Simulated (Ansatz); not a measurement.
SiW:
```yaml
crystal:
  lattice:
    - [0.00000, 2.47430, 2.47430]
    - [2.47430, 0.00000, 2.47430]
    - [2.47430, 2.47430, 0.00000]
  atoms:
    - { symbol: Si, position: [0.00000, 0.00000, 0.00000] }
    - { symbol: W, position: [0.50000, 0.50000, 0.50000] }
```

Relaxed with LDA. Special points in fractions of this cell's reciprocal vectors: Γ (0.000, 0.000, 0.000); X (0.500, 0.000, 0.500); U (0.625, 0.250, 0.625); K (0.375, 0.375, 0.750); L (0.500, 0.500, 0.500); W (0.500, 0.250, 0.750).

### Question
List the band energies nearest the Fermi level at these points for DFT-LDA in the program Ansatz with PAW potentials.

### Answer
In eV from the Fermi level; about four levels below and three above (degenerate sets whole), none deeper than 8.9 eV; … stands for higher levels left out; points with the same levels are listed once.

| k | below | above |
|---|---|---|
| Γ | -2.19 -2.19 -2.19 -1.55 -1.55 | … |
| X | -4.30 -0.32 -0.25 -0.25 | 1.30 … |
| U | -5.18 -4.43 -2.80 -1.09 | 0.95 2.27 2.48 |
| L | -7.79 -7.51 -4.08 -4.08 | 0.74 0.74 1.71 |
| W | -8.49 -4.48 -4.48 -4.23 | 0.60 1.23 1.23 |

Space group Fm-3m (rock salt). A made-up cell: these elements were put on the sites of a structure type; neither database checked (COD, Materials Project) lists it. Its standing as an ambient phase is unchecked. The cell was relaxed with LDA under the symmetry of its start. At this level the phase is mechanically unstable. The run is not spin-polarised. Spin–orbit coupling is left out wherever it is not named.

Potentials: the later of the program's two PAW sets.
